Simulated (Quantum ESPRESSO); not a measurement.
# Ru6VAu: input and log of a self-consistent run

A calculation, not a measurement. The program is pw.x of Quantum ESPRESSO 7.5 (plane-wave density functional theory). The cell is made up: eight metal atoms on a face-centred cubic lattice, with elements, volume, strain and displacements drawn at random and not relaxed, so it may be unstable or far from any real phase. PseudoDojo standard norm-conserving files set the functional (PBE unless stated); there is no spin polarisation or spin-orbit coupling, the Fermi-Dirac width of 0.25 eV means electrons at about 2900 K, and the masses in the input are unused placeholders. Heavy elements are run without spin-orbit coupling, which real alloys of them have. A spin test at this wide smearing found no moment, but such smearing suppresses magnetism that the real alloy may have.

Input:

```
&control calculation='scf', pseudo_dir='./dojo.nc.sr.pbe.v0_5.standard.upf', outdir='./o', disk_io='minimal', tprnfor=.true., tstress=.true. /
&system ibrav=0, nat=8, ntyp=3, nbnd=81, ecutwfc=84.00895049, nosym=.true., tot_charge=0,
 occupations='smearing', smearing='fd', degauss=0.0183746611
/
&electrons conv_thr=1.470e-08, electron_maxstep=70, mixing_beta=0.5 /
ATOMIC_SPECIES
Au 1.0 Au.upf
Ru 1.0 Ru.upf
V 1.0 V.upf
CELL_PARAMETERS angstrom
0.0 -1.9645 -1.9645
-3.9289 1.9645 -1.9645
5.8934 5.8934 -3.9289
ATOMIC_POSITIONS angstrom
Ru -0.0123 0.0615 0.0517
Ru 0.101 2.0046 -1.7346
Ru 0.048 3.9576 -3.9174
Ru 3.959 3.9126 -3.9451
V -2.0144 0.0186 -1.8793
Ru -1.9992 1.914 -3.9908
Ru 1.9615 1.8003 -4.0042
Au 2.0771 3.9997 -5.9567
K_POINTS automatic
8 5 3 1 1 1
```

The log is shortened where brackets say so; the opening notice, blank lines, dates and the lines on written files are dropped, and the path of the files is cut. It prints rydbergs, bohrs and kilobars, and counts compression as positive stress. Its total energy is the free energy E - TS of the whole cell.

```
     Program PWSCF v.7.5
     Parallel version (MPI & OpenMP), running on       4 processor cores
     Number of MPI processes:                 4
     Threads/MPI process:                     1
     [start-up lines left out]
     bravais-lattice index     =            0
     lattice parameter (alat)  =       5.2501  a.u.
     unit-cell volume          =     818.5731 (a.u.)^3
     number of atoms/cell      =            8
     number of atomic types    =            3
     number of electrons       =       128.00
     number of Kohn-Sham states=           81
     kinetic-energy cutoff     =      84.0090  Ry
     charge density cutoff     =     336.0358  Ry
     scf convergence threshold =      1.5E-08
     mixing beta               =       0.5000
     number of iterations used =            8  plain     mixing
     Exchange-correlation= PBE
                           (   1   4   3   4   0   0   0)
     [axes and pseudopotential details left out]
   Cartesian axes
     site n.     atom                  positions (alat units)
         1        Ru     tau(   1) = (  -0.0044273   0.0221365   0.0186090  )
         2        Ru     tau(   2) = (   0.0363542   0.7215405  -0.6243560  )
         3        Ru     tau(   3) = (   0.0172772   1.4245079  -1.4100382  )
         4        Ru     tau(   4) = (   1.4250118   1.4083105  -1.4200086  )
         5        V      tau(   5) = (  -0.7250679   0.0066949  -0.6764397  )
         6        Ru     tau(   6) = (  -0.7195968   0.6889297  -1.4364580  )
         7        Ru     tau(   7) = (   0.7060270   0.6480042  -1.4412812  )
         8        Au     tau(   8) = (   0.7476363   1.4396615  -2.1440687  )
     number of k points=    60  Fermi-Dirac smearing, width (Ry)=  0.0184
                       cart. coord. in units 2pi/alat
        k(    1) = (  -0.0092065   0.0173102  -0.1056985), wk =   0.0333333
        k(    2) = (  -0.1270618  -0.1005421   0.0121537), wk =   0.0333333
     [further k points left out]
     Dense  grid:    85279 G-vectors     FFT dimensions: (  32,  54, 108)
     Estimated max dynamical RAM per process >     350.74 MB
     Estimated total dynamical RAM >       1.31 GB
     Initial potential from superposition of free atoms
     starting charge     127.9942, renormalised to     128.0000
     Starting wfcs are   80 randomized atomic wfcs +    1 random wfcs
     total cpu time spent up to now is        5.6 secs
     per-process dynamical memory:   277.6 Mb
     Self-consistent Calculation
     iteration #  1     ecut=    84.01 Ry     beta= 0.50
     Davidson diagonalization with overlap
     ethr =  1.00E-02,  avg # of iterations =  3.0
     total cpu time spent up to now is       21.2 secs
     total energy              =   -1651.57354754 Ry
     estimated scf accuracy    <       8.36329273 Ry
     iteration #  2     ecut=    84.01 Ry     beta= 0.50
     Davidson diagonalization with overlap
     ethr =  6.53E-03,  avg # of iterations =  4.7
     total cpu time spent up to now is       42.4 secs
     total energy              =   -1648.61355209 Ry
     estimated scf accuracy    <     192.51353586 Ry
     iteration #  3     ecut=    84.01 Ry     beta= 0.50
     Davidson diagonalization with overlap
     ethr =  6.53E-03,  avg # of iterations =  5.0
     total cpu time spent up to now is       62.1 secs
     total energy              =   -1655.53889585 Ry
     estimated scf accuracy    <      31.25592652 Ry
     iteration #  4     ecut=    84.01 Ry     beta= 0.50
     Davidson diagonalization with overlap
     ethr =  6.53E-03,  avg # of iterations =  2.5
     total cpu time spent up to now is       76.7 secs
     total energy              =   -1656.82954810 Ry
     estimated scf accuracy    <      17.35799628 Ry
     iteration #  5     ecut=    84.01 Ry     beta= 0.50
     Davidson diagonalization with overlap
     ethr =  6.53E-03,  avg # of iterations =  1.5
     total cpu time spent up to now is       90.5 secs
     total energy              =   -1656.92358636 Ry
     estimated scf accuracy    <       7.06180698 Ry
     [iterations 6 to 22 left out]
     iteration # 23     ecut=    84.01 Ry     beta= 0.50
     Davidson diagonalization with overlap
     ethr =  2.25E-10,  avg # of iterations =  1.0
     total cpu time spent up to now is      345.4 secs
     total energy              =   -1656.91729120 Ry
     estimated scf accuracy    <       0.00000045 Ry
     iteration # 24     ecut=    84.01 Ry     beta= 0.50
     Davidson diagonalization with overlap
     ethr =  2.25E-10,  avg # of iterations =  1.0
     total cpu time spent up to now is      358.8 secs
     total energy              =   -1656.91729121 Ry
     estimated scf accuracy    <       0.00000004 Ry
     iteration # 25     ecut=    84.01 Ry     beta= 0.50
     Davidson diagonalization with overlap
     ethr =  2.77E-11,  avg # of iterations =  2.0
     total cpu time spent up to now is      372.9 secs
     total energy              =   -1656.91729121 Ry
     estimated scf accuracy    <       0.00000012 Ry
     iteration # 26     ecut=    84.01 Ry     beta= 0.50
     Davidson diagonalization with overlap
     ethr =  2.77E-11,  avg # of iterations =  1.0
     total cpu time spent up to now is      386.4 secs
     total energy              =   -1656.91729122 Ry
     estimated scf accuracy    <       0.00000002 Ry
     iteration # 27     ecut=    84.01 Ry     beta= 0.50
     Davidson diagonalization with overlap
     ethr =  1.20E-11,  avg # of iterations =  1.0
     total cpu time spent up to now is      399.6 secs
     End of self-consistent calculation
     [lines on levels left out]
!    total energy              =   -1656.91729122 Ry
     estimated scf accuracy    <          4.3E-10 Ry
     smearing contrib. (-TS)   =      -0.15683137 Ry
     internal energy E=F+TS    =   -1656.76045984 Ry
     The total energy is F=E-TS. E is the sum of the following terms:
     one-electron contribution =    -387.86556263 Ry
     hartree contribution      =     274.28856429 Ry
     xc contribution           =    -279.27866421 Ry
     ewald contribution        =   -1263.90479730 Ry
     convergence has been achieved in  27 iterations
     Forces acting on atoms (cartesian axes, Ry/au):
     atom    1 type  2   force =    -0.00029363    0.01135905   -0.02687720
     atom    2 type  2   force =    -0.04471926   -0.01328363   -0.05101862
     atom    3 type  2   force =    -0.03646425   -0.02912292    0.01764684
     atom    4 type  2   force =     0.00164707    0.00290879    0.00475710
     atom    5 type  3   force =     0.06664823    0.02442094   -0.03773370
     atom    6 type  2   force =     0.04253141    0.01631595    0.02732897
     atom    7 type  2   force =     0.00901838    0.02250772    0.02544278
     atom    8 type  1   force =    -0.03836795   -0.03510589    0.04045382
     Total force =     0.151704     Total SCF correction =     0.000147
     Computing stress (Cartesian axis) and pressure
          total   stress  (Ry/bohr**3)                   (kbar)     P=      -94.82
  -0.00066837   0.00012759   0.00007177          -98.32       18.77       10.56
   0.00012759  -0.00067159   0.00009364           18.77      -98.79       13.78
   0.00007177   0.00009364  -0.00059369           10.56       13.78      -87.34
     init_run     :      5.26s CPU      5.51s WALL (       1 calls)
     electrons    :    385.72s CPU    394.00s WALL (       1 calls)
     forces       :      1.76s CPU      1.76s WALL (       1 calls)
     stress       :      5.96s CPU      5.97s WALL (       1 calls)
     [timing details left out]
     PWSCF        :   6m38.79s CPU   6m47.35s WALL
     JOB DONE.
```

In other units: free energy -22543.508 eV for the cell, pressure -9.48 GPa, largest force component 1.714 eV/Å in size. The run took 409 s of wall time with four MPI processes on a shared machine (Intel Xeon, 2023 or later, virtual cores), so the time is rough. A rerun of this cell at a higher cutoff and on a denser mesh moved values by no more than 0.019 eV in energy, 0.13 GPa in stress and 0.014 eV/Å in force, and a second program with other atomic files agreed on that cell to 2 % rms in force and 0.5 GPa in pressure.